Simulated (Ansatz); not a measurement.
V3Si (A15, Cr3Si type)

```
CELL_PARAMETERS angstrom
      4.64987     0.00000     0.00000
      0.00000     4.64987     0.00000
      0.00000     0.00000     4.64987
ATOMIC_POSITIONS crystal
  V  0.25000 0.00000 0.50000
  V  0.75000 0.00000 0.50000
  V  0.00000 0.50000 0.25000
  V  0.00000 0.50000 0.75000
  V  0.50000 0.25000 0.00000
  V  0.50000 0.75000 0.00000
  Si 0.00000 0.00000 0.00000
  Si 0.50000 0.50000 0.50000
```

The slice is a {100} plane (indices of the conventional cell) through the point (0.500, 0.750, 0.000) (fractional), spanned by u = [100] and v = [010] in vectors of this cell: u (4.65 Å) and v (4.65 Å, at 90° to u). It covers one period; positions are fractions (u, v).

Computed with PBEsol (plane waves to 420 eV, PAW, scalar-relativistic; Ansatz, an electronic-structure program). k mesh 10×10×10. Near the nuclei the fields are pseudised (PAW); where an atom keeps semicore shells as valence, they peak there. The PAW data are Ansatz's earlier set. V3Si is run without spin polarisation. V3Si was relaxed with its symmetry unable to fall.

Three fields on this plane, each scaled to ten steps between its own extremes (0 low, 9 high; the total valence density on a logarithmic scale, the potential cut 8 eV below its top; x marks points blanked near nuclei; v = 0 in the bottom row):

Map A
```
|xxxxxx01467777777776410xxxxx|
|xxxxxx01466655455666410xxxxx|
|xxxxxx13565443334456531xxxxx|
|xxxxx0246553322233556420xxxx|
|xxxx124665432222234566421xxx|
|x212246765422212224567642212|
|1222457775422212224577754222|
|x212246765422212224567642212|
|xxxx124665432222234566421xxx|
|xxxxx0246553322233556420xxxx|
|xxxxxx13565443334456531xxxxx|
|xxxxxx01466655455666410xxxxx|
|xxxxxx01467777777776410xxxxx|
|xxxxxxx146889888988641xxxxxx|
|xxxxxx01479999x99997410xxxxx|
|xxxxxx01589xxxxxxx98510xxxxx|
|xxxxxx0369xxxxxxxxx9630xxxxx|
|xxxxx0158xxxxxxxxxxx8510xxxx|
|xxxx01479xxxxxxxxxxx97410xxx|
|x21123689xxxxxxxxxxx98632112|
|11223478xxxxxxxxxxxxx8743221|
|x21123689xxxxxxxxxxx98632112|
|xxxx01479xxxxxxxxxxx97410xxx|
|xxxxx0158xxxxxxxxxxx8510xxxx|
|xxxxxx0369xxxxxxxxx9630xxxxx|
|xxxxxx01589xxxxxxx98510xxxxx|
|xxxxxx01479999x99997410xxxxx|
|xxxxxxx146889888988641xxxxxx|
```

Map B
```
|xxxxxx05899876667899850xxxxx|
|xxxxxx16899876667899861xxxxx|
|xxxxxx47998765556789974xxxxx|
|xxxxx2689876533356789862xxxx|
|xxxx158998753111357899851xxx|
|x002579998642000246899975200|
|0013689998631000136899986310|
|x002579998642000246899975200|
|xxxx158998753111357899851xxx|
|xxxxx2689876533356789862xxxx|
|xxxxxx47998765556789974xxxxx|
|xxxxxx16899876667899861xxxxx|
|xxxxxx05899876667899850xxxxx|
|xxxxxxx478876444678874xxxxxx|
|xxxxxx04676420x02467640xxxxx|
|xxxxxx04652xxxxxxx25640xxxxx|
|xxxxxx2442xxxxxxxxx2442xxxxx|
|xxxxx0443xxxxxxxxxxx3440xxxx|
|xxxx04541xxxxxxxxxxx14540xxx|
|x00245640xxxxxxxxxxx04654200|
|00135664xxxxxxxxxxxxx4665310|
|x00245640xxxxxxxxxxx04654200|
|xxxx04541xxxxxxxxxxx14540xxx|
|xxxxx0443xxxxxxxxxxx3440xxxx|
|xxxxxx2442xxxxxxxxx2442xxxxx|
|xxxxxx04652xxxxxxx25640xxxxx|
|xxxxxx04676420x02467640xxxxx|
|xxxxxxx478876444678874xxxxxx|
```

Map C
```
|xxxxxx51001122222110015xxxxx|
|xxxxxx40000112221100004xxxxx|
|xxxxxx20000122222100002xxxxx|
|xxxxx4100012344432100014xxxx|
|xxxx520001234555432100025xxx|
|x985310001245777542100013589|
|8764210001246787642100012467|
|x985310001245777542100013589|
|xxxx520001234555432100025xxx|
|xxxxx4100012344432100014xxxx|
|xxxxxx20000122222100002xxxxx|
|xxxxxx40000112221100004xxxxx|
|xxxxxx51001122222110015xxxxx|
|xxxxxxx101123444321101xxxxxx|
|xxxxxx51123455x55432115xxxxx|
|xxxxxx41234xxxxxxx43214xxxxx|
|xxxxxx3234xxxxxxxxx4323xxxxx|
|xxxxx4224xxxxxxxxxxx4224xxxx|
|xxxx52235xxxxxxxxxxx53225xxx|
|x98532245xxxxxxxxxxx54223589|
|87542224xxxxxxxxxxxxx4222457|
|x98532245xxxxxxxxxxx54223589|
|xxxx52235xxxxxxxxxxx53225xxx|
|xxxxx4224xxxxxxxxxxx4224xxxx|
|xxxxxx3234xxxxxxxxx4323xxxxx|
|xxxxxx41234xxxxxxx43214xxxxx|
|xxxxxx51123455x55432115xxxxx|
|xxxxxxx101123444321101xxxxxx|
```

Assign the maps to these fields: electron localisation function (ELF); valence electron density; electrostatic potential energy of an electron, from the cell's mean.

A is the electron localisation function (ELF); B is the electrostatic potential energy of an electron, from the cell's mean; C is the valence electron density.
